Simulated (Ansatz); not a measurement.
## GdCd2 (P6/mmm): the volume from the results

```yaml
crystal:
  lattice:
    - [4.96464, 0.00000, 0.00000]
    - [-2.48232, 4.29950, 0.00000]
    - [0.00000, 0.00000, 3.48080]
  atoms:
    - { symbol: Gd, position: [0.00000, 0.00000, 0.00000] }
    - { symbol: Cd, position: [0.66667, 0.33333, 0.50000] }
    - { symbol: Cd, position: [0.33333, 0.66667, 0.50000] }
```

The reference geometry is a structure from the Materials Project; nothing is relaxed.

Settings: PBEsol, 8×8×10 k mesh, Fermi–Dirac smearing of 0.03 eV. PAW means Ansatz 0.2.0 on its default frozen-core files. Site moments are integrated in spheres about the atoms. Start moments (μB): Gd1 7.

The cell is scaled evenly, and every run starts from the same moments. Some of the runs:

```tsv
V/V₀	cell moment (μB)	largest site moment (μB)	F − F(V₀) (meV/atom)	pressure (GPa)
0.72	7.29	7.06	481	34.8
1	7.40	7.13	0	-2.5
1.05	7.38	7.12	28	-4.7
```

Another run of the series gave cell moment (μB) = 7.36, largest site moment (μB) = 7.11, F − F(V₀) (meV/atom) = 71, pressure (GPa) = -6.3. At which V/V₀ was it made?
A. 0.85
B. 1.18
C. 0.8
D. 1.1
E. 0.95
F. 0.9

D. V/V₀ = 1.1.

Another run of the series gave cell moment (μB) = 7.36, largest site moment (μB) = 7.10, F − F(V₀) (meV/atom) = 168, pressure (GPa) = 17.2. At which V/V₀ was it made?
A. 0.8
B. 0.85
C. 0.95
D. 0.9
E. 1.1
F. 1.18

A. V/V₀ = 0.8.

The whole series:

```json
{"V/V₀": "0.72", "cell moment (μB)": "7.29", "largest site moment (μB)": "7.06", "F − F(V₀) (meV/atom)": "481", "pressure (GPa)": "34.8"}
{"V/V₀": "0.8", "cell moment (μB)": "7.36", "largest site moment (μB)": "7.10", "F − F(V₀) (meV/atom)": "168", "pressure (GPa)": "17.2"}
{"V/V₀": "0.85", "cell moment (μB)": "7.40", "largest site moment (μB)": "7.12", "F − F(V₀) (meV/atom)": "65", "pressure (GPa)": "9.9"}
{"V/V₀": "0.9", "cell moment (μB)": "7.43", "largest site moment (μB)": "7.13", "F − F(V₀) (meV/atom)": "10", "pressure (GPa)": "4.5"}
{"V/V₀": "0.95", "cell moment (μB)": "7.42", "largest site moment (μB)": "7.13", "F − F(V₀) (meV/atom)": "-8", "pressure (GPa)": "0.5"}
{"V/V₀": "1", "cell moment (μB)": "7.40", "largest site moment (μB)": "7.13", "F − F(V₀) (meV/atom)": "0", "pressure (GPa)": "-2.5"}
{"V/V₀": "1.05", "cell moment (μB)": "7.38", "largest site moment (μB)": "7.12", "F − F(V₀) (meV/atom)": "28", "pressure (GPa)": "-4.7"}
{"V/V₀": "1.1", "cell moment (μB)": "7.36", "largest site moment (μB)": "7.11", "F − F(V₀) (meV/atom)": "71", "pressure (GPa)": "-6.3"}
{"V/V₀": "1.18", "cell moment (μB)": "7.31", "largest site moment (μB)": "7.09", "F − F(V₀) (meV/atom)": "159", "pressure (GPa)": "-7.9"}
```

The PAW files were made with PBE; the program remakes their cores once for the run's functional and then keeps them frozen. Without U a semilocal functional puts the f levels too near the Fermi level, which can change moments and the order of magnetic states; site and cell moments are spin moments. Under strong compression frozen cores are worth checking against an all-electron run. Spin–orbit coupling is left out although heavy atoms are present. With open f shells a run can end in a state that isn't the lowest. None of this fixes the real material's magnetic order: only patterns that fit the cell were computed, without spin fluctuations and on one mesh and smearing, with a functional that can overstate moments.
